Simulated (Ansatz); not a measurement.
Below is a relaxed structure of GaP2. The cell was found from a structure generator's guess, not taken from experiment.

Computed with DFT PBE, scalar-relativistic, plane waves, PAW in Ansatz. Cutoff 420 eV, Γ-centred mesh, Gaussian smearing, no spin polarisation.

```
Ga P
1.0
     6.58636    0.00000    0.00000
     0.00000    6.58636    0.00000
     0.00000    0.00000    2.56411
Ga P
2 4
Cartesian
  0.0000 0.0000 0.0000
  3.2932 3.2932 0.0000
  0.7536 2.5396 0.0000
  2.5396 5.8328 0.0000
  5.8328 4.0468 0.0000
  4.0468 0.7536 0.0000
```

Formation energies are uncorrected and refer to the elements' standard structures at the same level. The references include black phosphorus.

Problem. Find its symmetry and describe it.

Solution. P4/mbm (No. 127). Conventional cell: a = 6.586 Å, c = 2.564 Å. Around Ga lie 2 Ga at 2.56 Å and 4 P at 2.65 Å; P has 1 P at 2.13 Å, 2 P at 2.56 Å and 2 Ga at 2.65 Å.

Problem. How far does it lie from the elements in energy?

Solution. +0.10 eV/atom. It can't be a ground state, since the elements alone are lower.

Problem. Is it a metal?

Solution. Yes, bands cross the Fermi level on the 6×6×14 mesh.

Problem. From what recipe could a structure generator have reached it?

Solution. One such recipe: 4-, 6-connected net, elements by coordination (P4/mbm, No. 127). Other recipes can lead to the same cell.

The last run used a 6×6×14 mesh (in the run's order of axes) for its 6-atom cell and Gaussian smearing of 0.10 eV. The reference form of P is held partly by dispersion forces, which this level lacks. Symmetry constrained the relaxation, so the result can be a saddle point.
